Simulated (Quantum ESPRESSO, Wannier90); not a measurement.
## Ba(GaH)₂ (P-3m1): Wannier90 run

```
begin unit_cell_cart
ang
    4.5261902068    0.0000000000    0.0000000000
   -2.2630951034    3.9197957015    0.0000000000
    0.0000000000    0.0000000000    4.9803300000
end unit_cell_cart
begin atoms_frac
Ba   0.0000000000  0.0000000000  0.0000000000
Ga   0.3333333333 -0.3333333333  0.4688300000
Ga  -0.3333333333  0.3333333333 -0.4688300000
H    0.3333333333 -0.3333333333  0.1329100000
H   -0.3333333333  0.3333333333 -0.1329100000
end atoms_frac
```

Structure: Materials Project mp-1206799, symmetrised, not relaxed again. COD (Crystallography Open Database) has an entry of this formula and space group (matched by these alone). Method: LDA plane waves in Quantum ESPRESSO 7.5 (PseudoDojo norm-conserving files, 64 Ry, no spin polarisation, no spin-orbit coupling), Bloch states on a 6×6×6 mesh through Γ, Wannier90 4.0.1. Density: 12×12×6 mesh, cold smearing 0.01 Ry. Spin-orbit coupling is left out although heavy elements are present.

Bands 12-14 form an isolated set from -13.60 to -13.01 eV relative to the Fermi level (on the path) and are turned into 3 Wannier functions by minimising the spread from the start: atomic waves Ba 5p.

Centres (Cartesian, Å; one of the equivalent choices) and spreads:

```json
[
 {"n": "1", "x": "0.000", "y": "0.000", "z": "0.000", "spread (Å²)": "1.517", "nearest atom": "Ba1"},
 {"n": "2", "x": "0.000", "y": "0.000", "z": "0.000", "spread (Å²)": "1.567", "nearest atom": "Ba1"},
 {"n": "3", "x": "0.000", "y": "0.000", "z": "0.000", "spread (Å²)": "1.567", "nearest atom": "Ba1"}
]
```

Ω_I = 4.64 Å², Ω_total = 4.65 Å²; the interpolated bands follow pw.x to 0.0 meV rms on the path. Only this start was tried; a symmetric start can stop on a saddle, and mixtures of these functions could lower the total by at most Ω_total − Ω_I.
